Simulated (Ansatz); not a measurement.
TiO₂:
```
TiO2
1.0
    4.59117     0.00000     0.00000
    0.00000     4.59117     0.00000
    0.00000     0.00000     2.93906
Ti O
2 4
Cartesian
  0.00000   0.00000   0.00000
  2.29559   2.29559   1.46953
  1.39774   1.39774   0.00000
  3.69333   0.89785   1.46953
  0.89785   3.69333   1.46953
  3.19344   3.19344   0.00000
```

Relaxed with PBEsol. Special points in fractions of this cell's reciprocal vectors: Γ (0.000, 0.000, 0.000); X (0.000, 0.500, 0.000); M (0.500, 0.500, 0.000); Z (0.000, 0.000, 0.500); R (0.000, 0.500, 0.500); A (0.500, 0.500, 0.500).

Question: List the band energies nearest the valence-band maximum at these points for PBEsol (plane waves, PAW; program Ansatz).

Answer: In eV from the valence-band maximum; about four levels below and three above (degenerate sets whole), none deeper than 8.9 eV; points with the same levels are listed once.

```
k                    below                above
-  -----------------------  -------------------
Γ   -0.68 -0.45 -0.45 0.00       1.87 2.15 2.44
X  -1.63 -1.63 -0.76 -0.76  2.55 2.55 3.07 3.07
M  -1.28 -1.28 -1.08 -1.08  1.90 1.90 2.56 2.56
Z  -2.42 -2.42 -1.44 -1.44  3.01 3.01 3.26 3.26
R  -2.08 -2.08 -1.05 -1.05  1.91 1.91 3.28 3.28
A  -1.31 -1.31 -0.67 -0.67  2.62 2.62 3.24 3.24
```

Space group P4_2/mnm (rutile). Symmetry was held in the PBEsol relaxation. The run is not spin-polarised.

Potentials: the later of the program's two PAW sets.
